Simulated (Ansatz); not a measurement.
## Ba (Im-3m), an elastic constant from a strain scan

Method: DFT PBEsol, scalar-relativistic, plane waves, PAW in Ansatz 0.2.0. Settings: plane waves to 420 eV, k-mesh 14×14×14 (Γ-centred), Gaussian smearing 0.15 eV. No spin polarisation. Energies are free energies at this smearing, counted from the undisturbed cell; pressure is positive in compression.

The starting cell (as given, not relaxed at this level; it stands at -0.6 GPa):

```yaml
crystal:
  lattice:
    - [-2.50000, 2.50000, 2.50000]
    - [2.50000, -2.50000, 2.50000]
    - [2.50000, 2.50000, -2.50000]
  atoms:
    - { symbol: Ba, position: [0.00000, 0.00000, 0.00000] }
```

The cell is strained by ε times the Voigt pattern (1, 0, 0, 0, 0, 0) (xx, yy, zz, yz, xz, xy; engineering shear) with fractional coordinates fixed. The cell holds 1 atom in V0 = 62.50 Å³. The stress column is τ = (1/V0) dE/dε, got from the stress tensor σ (compression positive) at each point as −det(1 + εP) σ : P(1 + εP)⁻¹, with P the pattern as a tensor.

| ε | ΔE (meV/atom) | τ (GPa) |
| --- | --- | --- |
| -0.0400 | -5.815 | 0.124 |
| -0.0300 | -5.074 | 0.255 |
| -0.0200 | -3.837 | 0.378 |
| -0.0100 | -2.136 | 0.493 |
| 0.0000 | 0.000 | 0.601 |
| 0.0100 | 2.540 | 0.700 |
| 0.0200 | 5.455 | 0.793 |
| 0.0300 | 8.718 | 0.879 |
| 0.0350 | 10.471 | 0.919 |
| 0.0400 | ? | ? |

Problem. Which combination of elastic constants does this scan measure, and how large is it?

Solution. For small ε, τ = τ0 + Kε with K = pᵀCp, which for this pattern is C11 in the cubic axes. The parabola through τ at ε = -0.0100, 0 and 0.0100 has slope K = 10.4 GPa at zero. The energies per cell, E = NΔE, of the same two points give K = 2[E(ε₊)/ε₊ − E(ε₋)/ε₋]/[(ε₊ − ε₋)V0] = 10.4 GPa, in agreement. The start is under stress, which shifts K from the elastic constant by about the size of that stress.

Problem. Predict the withheld row at ε = 0.0400 from the harmonic law, and compare.

Solution. ΔE = V0(τ0 ε + Kε²/2)/N = 12.606 meV/atom and τ = 1.02 GPa. The calculation gives 12.301 meV/atom and 0.96 GPa: the energy lies 2 % below the harmonic value, as bonds soften when stretched.

In a metal these slopes depend on the k mesh and the smearing.